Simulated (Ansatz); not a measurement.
Relaxed candidate structures of MgO:

A. P6₃mc (No. 186), hP12, AFLOW prototype AB_hP12_186_a2b_a2b (B6, as in SiC); a = 3.2395 Å, b = 3.2395 Å, c = 15.6766 Å, α = 90.00°, β = 90.00°, γ = 120.00°; Mg 2a (0.000, 0.000, 0.500); Mg 2b (0.333, 0.667, 0.334); Mg 2b (0.667, 0.333, 0.167); O 2a (0.000, 0.000, 0.374); O 2b (0.333, 0.667, 0.208); O 2b (0.667, 0.333, 0.040)

B. R-3m, hexagonal axes (No. 166), hR6; a = 8.200 Å, b = 8.200 Å, c = 3.817 Å, α = 90.00°, β = 90.00°, γ = 120.00°; Mg 9d (0.500, 0.500, 0.500); O 9e (0.000, 0.500, 0.000)

C. P6₃mc (No. 186), hP8, AFLOW prototype AB_hP8_186_ab_ab (B5, as in SiC); a = 3.247 Å, b = 3.247 Å, c = 10.396 Å, α = 90.00°, β = 90.00°, γ = 120.00°; Mg 2a (0.000, 0.000, 0.002); Mg 2b (0.333, 0.667, 0.251); O 2a (0.000, 0.000, 0.311); O 2b (0.333, 0.667, 0.061)

D. P6₃/mmc (No. 194), hP4; a = b = 3.4844 Å, c = 4.1855 Å, α = β = 90.00°, γ = 120.00°; Mg 2c (0.333, 0.667, 0.250); O 2d (0.667, 0.333, 0.250)

E. P6₃mc (No. 186), hP4, wurtzite type; a = b = 3.289 Å, c = 5.033 Å, α = β = 90.00°, γ = 120.00°; Mg 2b (0.667, 0.333, 0.010); O 2b (0.333, 0.667, 0.115)

Q: Rank these by energy per atom (lowest first), as r2SCAN (plane waves to 500 eV, PAW, scalar-relativistic; Ansatz, an electronic-structure program) gives it.

A: D (reference), E (+52 meV/atom), C (+73 meV/atom), A (+79 meV/atom), B (+893 meV/atom)

Q: Give each candidate's band gap.

A: No candidate is metallic. A: 4.32 eV (no spin-orbit coupling); B: 0.99 eV (no spin-orbit coupling); C: 4.31 eV (no spin-orbit coupling); D: 4.09 eV (no spin-orbit coupling); E: 4.22 eV (no spin-orbit coupling).

The lowest structure calculated, Fm-3m, cF8, rock salt type, is not among these; it lies 0.06 eV/atom below the lowest of them. 1 run with a doubtful electronic state, a coarser numerical grid, an end not at rest or a source that can't be used is left out. 4 generated cells of layers, chains or molecules, poorly bound without dispersion, are left out. Each run could gain symmetry but not lose that of its start, so entries can be saddle points. All of these are generated cells (placed on structure types, drawn at random, substituted or restacked) that were not matched to a known phase here. Static energies at zero pressure. The runs use different k-meshes, so differences are rounded accordingly. No spin polarisation in the result. Gaps of cells over 8 atoms come from the SCF mesh and high-symmetry points alone.
